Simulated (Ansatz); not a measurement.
Au:
```
CELL_PARAMETERS angstrom
      0.00000     2.04082     2.04082
      2.04082     0.00000     2.04082
      2.04082     2.04082     0.00000
ATOMIC_POSITIONS crystal
  Au 0.00000 0.00000 0.00000
```

Relaxed with PBEsol. Special points in fractions of this cell's reciprocal vectors: Γ (0.000, 0.000, 0.000); X (0.500, 0.000, 0.500); U (0.625, 0.250, 0.625); K (0.375, 0.375, 0.750); L (0.500, 0.500, 0.500); W (0.500, 0.250, 0.750).

**Question.** List the band energies nearest the Fermi level at these points for PBEsol with spin–orbit coupling in the plane-wave PAW code Ansatz.

**Answer.** In eV from the Fermi level; about four levels below and three above (degenerate sets whole), none deeper than 8.9 eV; … stands for higher levels left out; points with the same levels are listed once.

| k | below | above |
|---|---|---|
| Γ | -2.99 -2.99 -2.99 -2.99 | 14.33 14.33 … |
| X | -2.09 -2.09 -1.06 -1.06 | 0.62 0.62 5.71 5.71 |
| U | -3.00 -3.00 -1.95 -1.95 | 3.63 3.63 4.47 4.47 |
| L | -1.63 -1.63 -1.27 -1.27 | 3.05 3.05 … |
| W | -3.24 -3.24 -1.64 -1.64 | 4.59 4.59 5.43 5.43 |

Space group Fm-3m (fcc (Cu type)). The cell was relaxed with PBEsol under the symmetry of its start.

Potentials: the earlier of the program's two PAW sets. The files were generated under PBE; for other functionals the program regenerates the frozen cores, and for LDA and PBEsol the local potential too.
